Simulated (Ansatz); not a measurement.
InP:
```
CELL_PARAMETERS angstrom
      7.20287     0.00000     0.00000
      0.00000     7.20287     0.00000
      0.00000     0.00000     4.18710
ATOMIC_POSITIONS crystal
  In 0.32234 0.67766 0.00000
  In 0.67766 0.32234 0.00000
  In 0.82234 0.82234 0.50000
  In 0.17766 0.17766 0.50000
  P  0.31834 0.31834 0.00000
  P  0.68166 0.68166 0.00000
  P  0.18166 0.81834 0.50000
  P  0.81834 0.18166 0.50000
```

Relaxed with r²SCAN. Special points in fractions of this cell's reciprocal vectors: Γ (0.000, 0.000, 0.000); X (0.000, 0.500, 0.000); M (0.500, 0.500, 0.000); Z (0.000, 0.000, 0.500); R (0.000, 0.500, 0.500); A (0.500, 0.500, 0.500).

**Question.** List the band energies nearest the valence-band maximum at these points for plane-wave PAW r²SCAN with spin–orbit coupling (Ansatz code).

**Answer.** In eV from the valence-band maximum; about four levels below and three above (degenerate sets whole), none deeper than 8.9 eV; points with the same levels are listed once.

| k | below | above |
|---|---|---|
| Γ | -0.04 -0.04 0.00 0.00 | 1.14 1.14 1.88 1.88 |
| X | -0.59 -0.59 -0.59 -0.59 | 2.34 2.34 2.34 2.34 |
| M | -1.09 -1.09 -1.09 -1.09 | 2.41 2.41 2.41 2.41 |
| Z | -1.75 -1.75 -1.75 -1.75 | 2.93 2.93 2.93 2.93 |
| R | -1.05 -1.05 -1.03 -1.03 | 2.40 2.40 2.41 2.41 |
| A | -1.38 -1.38 -1.38 -1.38 | 1.61 1.61 1.61 1.61 |

Space group P4_2/mnm. The start of the workflow was typed in or built on a structure type; neither database checked (COD, Materials Project) lists it. It is not the phase usual at ambient conditions (space group No. 216). The r²SCAN relaxation kept the symmetry of its start; whether a distortion lowers the energy is not shown. The volume moved by 22 % from the start of the relaxation.

Potentials: the earlier of the program's two PAW sets.
